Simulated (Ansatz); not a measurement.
MgO:
```cif
data_Mg6O6
_chemical_formula_sum 'Mg6 O6'
_space_group_name_H-M_alt 'P3m1'
_space_group_IT_number 156
_space_group_name_Hall 'P 3 -2"'
_cell_length_a 3.26528
_cell_length_b 3.26528
_cell_length_c 15.50948
_cell_angle_alpha 90.000
_cell_angle_beta 90.000
_cell_angle_gamma 120.000
loop_
_atom_site_label
_atom_site_type_symbol
_atom_site_symmetry_multiplicity
_atom_site_Wyckoff_symbol
_atom_site_fract_x
_atom_site_fract_y
_atom_site_fract_z
_atom_site_occupancy
Mg1 Mg 1 a 0.00000 0.00000 0.64811 1
Mg2 Mg 1 a 0.00000 0.00000 0.97929 1
Mg3 Mg 1 c 0.66667 0.33333 0.81370 1
Mg4 Mg 1 c 0.66667 0.33333 0.48191 1
Mg5 Mg 1 c 0.66667 0.33333 0.14750 1
Mg6 Mg 1 b 0.33333 0.66667 0.31370 1
O1 O 1 a 0.00000 0.00000 0.85168 1
O2 O 1 a 0.00000 0.00000 0.52046 1
O3 O 1 c 0.66667 0.33333 0.01855 1
O4 O 1 c 0.66667 0.33333 0.68609 1
O5 O 1 c 0.66667 0.33333 0.35296 1
O6 O 1 b 0.33333 0.66667 0.18605 1
```

This is the PBEsol-relaxed structure.

All from DFT-PBEsol in the program Ansatz with PAW potentials, unless another level is named. Predict the formation energy from the elements (no fitted shifts).

-2.61 eV/atom.

Next, the band gap?

3.43 eV (direct).

And the HSE06 gap on the PBEsol cell?

5.17 eV.

The first step of the workflow began from a Materials Project structure, measured or hypothetical; the Crystallography Open Database copy checked does not list it. It is not the phase usual at ambient conditions (space group No. 225). The PBEsol relaxation kept the symmetry of its start; its stability against distortions is not shown here. The references are the lowest solids computed at this level, not always the standard phases (solids in place of the gases).

Potentials: the later of the program's two PAW sets.
